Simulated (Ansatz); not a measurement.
Below is a relaxed structure of Si₂N. The cell was found from a structure generator's guess, not taken from experiment.

Level of theory: DFT PBE, scalar-relativistic, plane waves, PAW (Ansatz 0.2.0). Cutoff 420 eV, Γ-centred mesh, Gaussian smearing, no spin polarisation.

```
Si N
1.0
     2.73503    0.00000    0.00000
     0.00000    2.73503    0.00000
     0.00000    0.00000    5.41718
Si N
2 1
Cartesian
  1.3675 0.0000 1.2588
  0.0000 1.3675 4.1584
  0.0000 0.0000 0.0000
```

Formation energies are uncorrected and refer to the elements' standard structures at the same level (N₂ as a molecule).

(1) Find its symmetry and describe it.

(2) What is its formation energy per atom?

(3) Is it a metal?

Answers

(1) P-4m2 (No. 115). Conventional cell: a = 2.735 Å, c = 5.417 Å. Si is surrounded by 2 N at 1.86 Å; around N lie 4 Si at 1.86 Å.

(2) +0.06 eV/atom. The separate elements lie lower, so it is unstable against them.

(3) Yes, bands cross the Fermi level on the 16×16×10 mesh.

The last run used a 16×16×10 mesh (in the run's order of axes) for its 3-atom cell and Gaussian smearing of 0.10 eV. No dispersion correction is applied, so the spacing and binding between layers, chains or molecules are poorly described. An odd number of electrons in the primitive cell allows no gap without spin; a larger cell or a magnetic state could open one. A later test with randomly moved atoms ended 17 meV/atom lower on a coarse mesh, in C2 at a loose tolerance, which is no clear verdict on its stability.
